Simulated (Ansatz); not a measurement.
B:
```xyz
6
Lattice="4.1574 0.0000 0.0000 0.0000 4.1574 0.0000 0.0000 0.0000 4.1574" Properties=species:S:1:pos:R:3 pbc="T T T"
B      0.8113     2.0787     2.0787
B      3.3462     2.0787     2.0787
B      2.0787     0.8113     2.0787
B      2.0787     3.3462     2.0787
B      2.0787     2.0787     0.8113
B      2.0787     2.0787     3.3462
```

Relaxed with PBE. Special points in fractions of this cell's reciprocal vectors: Γ (0.000, 0.000, 0.000); X (0.000, 0.500, 0.000); M (0.500, 0.500, 0.000); R (0.500, 0.500, 0.500).

### Question
List the band energies nearest the Fermi level at these points for PBE (plane waves, PAW; program Ansatz).

### Answer
In eV from the Fermi level; about four levels below and three above (degenerate sets whole), none deeper than 8.9 eV; points with the same levels are listed once.

| k | below | above |
|---|---|---|
| Γ | -5.01 -5.01 -5.01 -4.88 -3.60 -3.60 | 1.74 1.74 1.74 |
| X | -3.45 -0.54 -0.54 -0.46 | 1.83 3.55 6.33 6.33 |
| M | -0.42 -0.42 -0.22 -0.22 | 5.26 5.26 9.23 |
| R | -6.67 -6.67 -6.67 -2.38 -2.38 -2.38 | 0.13 0.13 0.13 |

Space group Pm-3m. The start of the workflow was typed in or built on a structure type; neither database checked (COD, Materials Project) lists it. It is not the phase usual at ambient conditions (space group No. 166). The cell was relaxed with PBE under the symmetry of its start; its stability against distortions is not shown here.

Potentials: the later of the program's two PAW sets.
